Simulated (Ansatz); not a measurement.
Values for one crystal, relaxed and computed with plane-wave PAW r²SCAN (Ansatz code); other levels are named.

```yaml
volume_per_atom: 10.89 Å³
electronic_character: metallic (no gap)
debye_temperature_from_the_elastic_constants: 775 K
zone_centre_stability: no imaginary mode at Γ
hill_bulk_and_shear_moduli: 204 and 148 GPa
mechanical_stability: stable (all eigenvalues of C positive)
Poisson's ratio: 0.21
```

Question: Pick the material that matches.
(A) AlCr2C, P6_3/mmc (Al on 2d, Cr on 4f, C on 2a)
(B) Y3GaC, anti-perovskite
(C) SiC, CsCl type
(D) Lu3SnC, anti-perovskite

Answer: A, AlCr2C, P6_3/mmc (Al on 2d, Cr on 4f, C on 2a)

The r²SCAN relaxation kept the symmetry of its start. The run is not spin-polarised. As this level gives no gap, shear constants depend on the k-mesh and smearing (Fermi–Dirac, 0.1 eV here). On the denser mesh and wider smearing of the elastic run this cell carries a stress of 0.5 GPa.

Potentials: the later of the program's two PAW sets.
